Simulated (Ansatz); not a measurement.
Consider the following.

InP:
```xyz
8
Lattice="7.2758 0.0000 0.0000 0.0000 7.2758 0.0000 0.0000 0.0000 4.2160" Properties=species:S:1:pos:R:3 pbc="T T T"
In     2.3419     4.9339     0.0000
In     4.9339     2.3419     0.0000
In     5.9798     5.9798     2.1080
In     1.2960     1.2960     2.1080
P      2.3246     2.3246     0.0000
P      4.9512     4.9512     0.0000
P      1.3133     5.9625     2.1080
P      5.9625     1.3133     2.1080
```

This is the PBE-relaxed structure.

All from DFT-PBE in the program Ansatz with PAW potentials, unless another level is named. Estimate the hole effective mass.

0.20, 1.1, 1.6 mₑ (principal values).

What about the formation energy from the elements (no fitted shifts)?

-0.19 eV/atom.

Next, the electron effective mass with spin–orbit coupling?

0.047, 0.051, 0.051 mₑ (principal values).

Next, the gap with spin–orbit coupling?

0.55 eV.

And the valence-band maximum?

on the M–Γ line, 92 % of the way from M.

And the weight of the conduction-edge state by species (Voronoi cells)?

In 56 %, P 44 %.

Space group P4_2/mnm. The start of the workflow was typed in or built on a structure type; neither database checked (COD, Materials Project) lists it. It is not the phase usual at ambient conditions (space group No. 216). The cell was relaxed with PBE under the symmetry of its start; its stability against distortions is not shown here. The volume moved by 25 % from the start of the relaxation. The references are the lowest solids computed at this level, not always the standard phases. Spin–orbit coupling is left out wherever it is not named.

Potentials: the later of the program's two PAW sets.
